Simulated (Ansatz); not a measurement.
In the program Ansatz at the r²SCAN level (PAW), MoS2 in the trigonal phase (R3m; Mo on 3a, S on 3a, S on 3a) relaxes to a = 3.185 Å, c = 19.495 Å. Mo has 6 nearest neighbours from 2.41 Å (trigonal prismatic); S on 3a has 3 nearest neighbours from 2.41 Å (trigonal pyramidal); S on 3a has 3 nearest neighbours from 2.41 Å (trigonal pyramidal). Its formation energy from the elements is -0.98 eV/atom, with no fitted shifts.

It is gapped at this level: 1.15 eV (indirect).

The r²SCAN relaxation kept the symmetry of its start. No spin polarisation was allowed. A crystal of weakly bound layers computed without a dispersion correction: the cell and the soft elastic constants depend strongly on that. The references are the lowest solids computed at this level, not always the standard phases. Scalar-relativistic: spin–orbit coupling is off unless named, which matters more the heavier the elements.

Potentials: the earlier of the program's two PAW sets. The files were generated under PBE; for other functionals the program regenerates the frozen cores, and for LDA and PBEsol the local potential too.
